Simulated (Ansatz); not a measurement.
**Two Ansatz runs on YPd3**

The cell is the one relaxed in the Materials Project (mp-559), not relaxed further here; entries there can be hypothetical.

First run: DFT, PBEsol, all-electron PAW with datasets made for the crystal, scalar-relativistic (Ansatz 0.2.0).

Command: `ansatz run input.yaml --threads 1 --pin off --max-ram 4096MiB --backend cpu --events-out ev --progress --plain --runs-dir out` The run took 40 s on 1 thread of Arm Neoverse V2 (shared host), peak memory 0.76 GiB.

```yaml
crystal:
  lattice:
    - [4.09992176, 0.0, 0.0]
    - [0.0, 4.09992176, 0.0]
    - [0.0, 0.0, 4.09992176]
  atoms:
    - { symbol: "Y", position: [0.0, 0.0, 0.0] }
    - { symbol: Pd, position: [0.5, 0.5, 0.0] }
    - { symbol: Pd, position: [0.5, 0.0, 0.5] }
    - { symbol: Pd, position: [0.0, 0.5, 0.5] }
kpoints:
  mp_grid: { grid: [10, 10, 10] }
  band_path:
    path:
      - [0.0, 0.0, 0.0]
      - [0.0, 0.5, 0.0]
      - [0.5, 0.5, 0.0]
      - [0.0, 0.0, 0.0]
      - [0.5, 0.5, 0.5]
      - [0.0, 0.5, 0.0]
      - [0.5, 0.5, 0.5]
      - [0.5, 0.5, 0.0]
    npoints: 8
scf:
  occupations: { method: fermi_dirac, width: 0.05 }
hamiltonian:
  xc: pbesol
  pseudopotentials: { kind: all_electron, datasets: crystal }
output:
  forces: true
  stress: true
  eigenvalues: true
  efg: { contact_densities: true }
```

Result: converged; pressure -4.30 GPa; 10 SCF iterations.

Spin polarisation is left out, and whether a magnetic state lies lower isn't shown here.

The input is then changed:

```diff
@@ -23,8 +23,9 @@
     npoints: 8
 scf:
-  occupations: { method: fermi_dirac, width: 0.05 }
+  occupations: { method: fermi_dirac, width: 0.15 }
 hamiltonian:
   xc: pbesol
   pseudopotentials: { kind: all_electron, datasets: crystal }
+  dispersion: d4
 output:
   forces: true
```

Problem. What does the second run give?

Solution. It converged; pressure -6.48 GPa; 10 SCF iterations.

The results part of its log:

```
SCF 1 converged in 10 iterations: F = -503791.726375 eV  dr2 = 9.06e-8
  Residual-converged pass: ⟨swp⟩=3.1  Hψ=4989  notcnv=0  max |occ|·‖R‖ = 6.6e-6 eV (tolerance 6.7e-6 eV)  dr2=9.34e-8  dr2_onsite=2.09e-8  max |Δocc| = 4.9e-10
  greatest PAW one-centre occupation: 1.006 electrons in one spin orbital (limit 2), on the Pd atom at site 3 (counted from 0), in its partial waves of l = 0
NSCF: frozen V_eff on 57 k-points
SCF converged after 10 iterations
Free energy (F): -503791.726375 eV
Harris-Foulkes:  -503791.726375 eV  (|F-HF|=6.25e-8)
Internal energy: -503791.586468 eV  (E = F + TS)
E sigma→0 (E₀):  -503791.656422 eV
Entropy (-TS):   -0.139908 eV (-34.977 meV/atom)
Past the cutoff: the bands carry plane waves up to 1.75 times it, of which those up to 1.5 times it add -0.000392 eV an atom, each by itself; the spheres take 0.000389 eV an atom off the energy for waves past 1.75 times it
By the cutoff:   a pressure is off by up to 0.008 GPa (1.2 times the spheres' own share and the shells' term, over an atom's volume, and 0.004 GPa: a bound that held against runs at twice the plane waves)
Past the cutoffs: a stress includes -0.0001 GPa for waves and charges beyond them, in addition to the slope of what the spheres take
In the spheres:  the bands' charges fall short by 1.2e-6 e at most (sound up to 1e-3)
Fermi energy:    18.785546 eV
--- Per-component energies (eV) ---
  The terms above E_closure are by the made datasets' own strengths, without shells solved beside the bands.
--- Forces (eV/Å), atoms counted from 1 ---
  atom   1  Y      0.00000000     0.00000000     0.00000000
  atom   2  Pd    -0.00000000     0.00000000     0.00000000
  atom   3  Pd    -0.00000000     0.00000000     0.00000000
  atom   4  Pd    -0.00000000     0.00000000     0.00000000
  max |Σ_I F_I| component: 4.38e-29 eV/Å
--- Stress (GPa, compression-positive) ---
       -6.484928       0.000000       0.000000
       -0.000000      -6.484928       0.000000
        0.000000       0.000000      -6.484928
  P = ⅓ Tr σ = -6.4849 GPa (-64.849 kbar)
--- PAW observables at the nuclei: V_zz in 10²¹ V/m², potentials from the cell's mean, atoms counted from 1 ---
  atom   1  Y  V_zz =    -0.000000   η = 0.0000   by run symmetry: forbidden
            electrostatic potential = -5721.624594 V   contact ρ = 443230.754029 e/Å³
  atom   2  Pd V_zz =    -8.161719   η = 0.0000   by run symmetry: allowed
            electrostatic potential = -7251.212488 V   contact ρ = 864355.702447 e/Å³
  atom   3  Pd V_zz =    -8.161719   η = 0.0000   by run symmetry: allowed
            electrostatic potential = -7251.212488 V   contact ρ = 864355.702443 e/Å³
  atom   4  Pd V_zz =    -8.161719   η = 0.0000   by run symmetry: allowed
            electrostatic potential = -7251.212488 V   contact ρ = 864355.702442 e/Å³
--- Band table (eV; the first three rows and the last of 56) ---
  k-point 0: bands = ["-65.1060", "-65.0791", "-65.0791", "-30.9415", "-30.9415", "-30.9415", "-30.8809", "-30.8809", "-30.8809", "-30.7297", "-30.7297", "-30.7297", "-22.8157", "-2.8930", "-2.8930", "-2.8930", "12.4827", "14.0465", "14.0465", "14.3294", "14.4813", "14.4813", "14.4813", "16.4959", "16.4959", "16.4959", "17.7369", "17.7369", "18.2383", "18.6653", "18.6653", "18.6653", "22.2350", "22.2350", "22.2350", "22.3593", "22.3593"]
  k-point 1: bands = ["-65.1054", "-65.0797", "-65.0791", "-30.9395", "-30.9395", "-30.9388", "-30.8815", "-30.8815", "-30.8810", "-30.7328", "-30.7310", "-30.7310", "-22.8147", "-2.9066", "-2.8944", "-2.8944", "12.6043", "14.1141", "14.1260", "14.3882", "14.5199", "14.5467", "14.5467", "16.4446", "16.5307", "16.5307", "17.6778", "17.7429", "18.1759", "18.4668", "18.4668", "18.6655", "21.2771", "22.1776", "22.1776", "22.2927", "22.9409"]
  k-point 2: bands = ["-65.1038", "-65.0814", "-65.0791", "-30.9340", "-30.9340", "-30.9316", "-30.8833", "-30.8833", "-30.8814", "-30.7414", "-30.7347", "-30.7347", "-22.8122", "-2.9419", "-2.8981", "-2.8981", "12.9562", "14.2952", "14.3532", "14.5548", "14.6319", "14.7399", "14.7399", "16.2995", "16.6230", "16.6230", "17.5123", "17.7484", "17.9824", "17.9824", "18.0011", "18.6660", "20.0476", "21.9113", "21.9113", "22.1123", "23.2042"]
  k-point 55: bands = ["-65.0880", "-65.0880", "-65.0880", "-30.9635", "-30.9635", "-30.9635", "-30.9014", "-30.8250", "-30.8250", "-30.8250", "-30.7003", "-30.7003", "-22.8039", "-2.9669", "-2.9669", "-2.9669", "14.1992", "14.1992", "14.1992", "14.4921", "15.9711", "15.9711", "15.9711", "16.6170", "16.6170", "16.6170", "16.8165", "16.8165", "18.3553", "18.3553", "18.3553", "19.4845", "20.5041", "20.5041", "20.5041", "21.3914", "21.3914"]
```
